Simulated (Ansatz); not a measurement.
The relaxed structure here is a generated cell of InAs: the first start was made by placing the elements on the sites of a structure type, and the end was not matched to a known phase here, so it may be hypothetical. Known forms of InAs include space group No. 216.

A structure of InAs relaxed with PBEsol (plane waves to 420 eV, PAW, scalar-relativistic; Ansatz, a program for electronic structure); single points at other levels follow on the same geometry (Ansatz, PAW; HSE06 at 420 eV on a 6×6×4 k-mesh; no spin-orbit coupling). Space group P3₂21 (No. 154).

```
InAs
1.0
    4.27296     0.00000     0.00000
   -2.13648     3.70049     0.00000
    0.00000     0.00000     9.51423
In As
3 3
Direct
  0.53561   0.00000   0.66667
  0.00000   0.53561   0.33333
  0.46439   0.46439   0.00000
  0.52131   0.00000   0.16667
  0.00000   0.52131   0.83333
  0.47869   0.47869   0.50000
```

```json
[
 {"level": "PBEsol", "gap (eV)": "0.04", "kind": "indirect", "conduction minimum": "at or near Γ"},
 {"level": "HSE06", "gap (eV)": "…", "kind": "–", "conduction minimum": "…"}
]
```

Task: Some entries are withheld; supply them.

Result: 
- HSE06, gap (eV): 0.01
- HSE06, conduction minimum: Γ

HSE06 gaps come from a coarse mesh plus a few chosen points, so they may be too large. No spin polarisation in the result.

The run could not lose the symmetry of its start: the end is stationary, and may be a saddle point rather than a minimum.
